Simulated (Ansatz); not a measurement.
CuO: clamped-ion elastic tensor

These are results of DFT LDA, scalar-relativistic, plane waves, PAW (Ansatz 0.2.0), not measurements. Settings: 420 eV plane-wave cutoff, Γ-centred 14×14×8 mesh, Fermi-Dirac smearing of 0.15 eV. No spin polarisation.

Equilibrium structure at this level:
```
CELL_PARAMETERS angstrom
2.01032 -2.01542 0.16000
2.01032 2.01542 0.16000
-0.40073 0.00000 5.03447
ATOMIC_POSITIONS crystal
Cu 0.99425 0.49425 0.00185
Cu 0.49425 0.99425 0.50185
O 0.49425 0.49425 0.25185
O 0.49425 0.49425 0.75185
```

In a metal, frequencies and elastic constants depend on the k mesh and the smearing, soft modes and shear constants most. Spin polarisation was left out, and a magnetic state may lie lower. A semilocal functional can close a gap that the real compound has.

Problem. Give the clamped-ion elastic constants (GPa, Voigt order xx yy zz yz xz xy, on the axes of the cell above).

Solution.
```
179.0 163.2 162.5   0.0  -9.4   0.0
163.2 177.1 162.5   0.0   0.1   0.0
162.5 162.4 408.4   0.0  -8.9   0.0
  0.0   0.0   0.0  67.5   0.0   1.5
 -9.5   0.1  -8.9   0.0  67.4   0.0
  0.0   0.0   0.0   1.5   0.0  86.2
```

This form isn't the usual stable structure of the compound.

Cost: 1 run of about 8.7 core-minutes, on Oxide Virtual Turin-like Processor (Zen 5) (shared hosts).